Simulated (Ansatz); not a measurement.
GaSb (CsCl type, space group No. 221), PBE in the plane-wave PAW code Ansatz, all energies at zero smearing, with the estimated change up to a 700 eV cutoff added, with one set of potentials and settings (totals compare only within such a set). Cell of 2 atoms (1 Ga, 1 Sb): -10267.327 eV.

```tsv
element	reference phase	E (eV/atom)
Ga	Cmce, 4 atoms in the cell	-3783.0259
Sb	R-3m, 2 atoms in the cell	-6484.5760
```

Formation energy per atom, worked out: (-10267.327 − 1×(-3783.0259) − 1×(-6484.5760))/2 = 0.137 eV/atom (13 kJ per mol of atoms), at 0 K, without zero-point energy or fitted corrections.

Space group Pm-3m (CsCl type). A made-up cell: these elements were put on the sites of a structure type; neither database checked (COD, Materials Project) lists it. It is not the phase usual at ambient conditions (space group No. 216). The cell was relaxed with PBE under the symmetry of its start; its stability against distortions is not shown here. The references are the lowest solids computed at this level, not always the standard phases. Scalar-relativistic: spin–orbit coupling is off unless named, which matters more the heavier the elements.

Potentials: the earlier of the program's two PAW sets.
